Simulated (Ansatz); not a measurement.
Single point in Ansatz 0.2.0 with PBE, no spin polarisation. Cutoff 420 eV, PAW datasets, 10×10×6 Γ-centred k mesh, fermi-dirac filling (width 0.1 eV).

Computed maps in the lattice plane spanned by a (left to right, 3.53 Å, 11 points from zero) and b (bottom to top, 3.53 Å, 11 points from zero), 90° apart, at height 0.000 along c. The fields are smooth PAW ones with compensation charges, not the true ones near nuclei.

Valence density. Digits on a logarithmic scale: 0 up to 0.03 e/Å³, each further digit a factor of 1.6, 9 from 1.3 e/Å³ up:
```
47998633333
69999743333
69999843333
58999743333
46787434443
43444347876
53333479998
63333489999
63333479999
43333368997
34665445664
```

Question: The cell is ClOF. Which atoms lie within 0.2 Å of this plane, and where (fractions of a and b)?

Answer: F at (0.75, 0.25), F at (0.25, 0.75). The whole cell:
```yaml
crystal:
  lattice:
    - [3.53100, 0.00000, 0.00000]
    - [0.00000, 3.53100, 0.00000]
    - [0.00000, 0.00000, 5.95467]
  atoms:
    - { symbol: O, position: [0.25000, 0.25000, 0.20150] }
    - { symbol: O, position: [0.75000, 0.75000, 0.79850] }
    - { symbol: F, position: [0.75000, 0.25000, 0.00000] }
    - { symbol: F, position: [0.25000, 0.75000, 0.00000] }
    - { symbol: Cl, position: [0.25000, 0.25000, 0.64290] }
    - { symbol: Cl, position: [0.75000, 0.75000, 0.35710] }
```

Origin: a known structure type with other elements, at an estimated volume, so it need not be a known compound. Caveats: many states at the Fermi level without spin polarisation, so a magnetic state may lie lower.
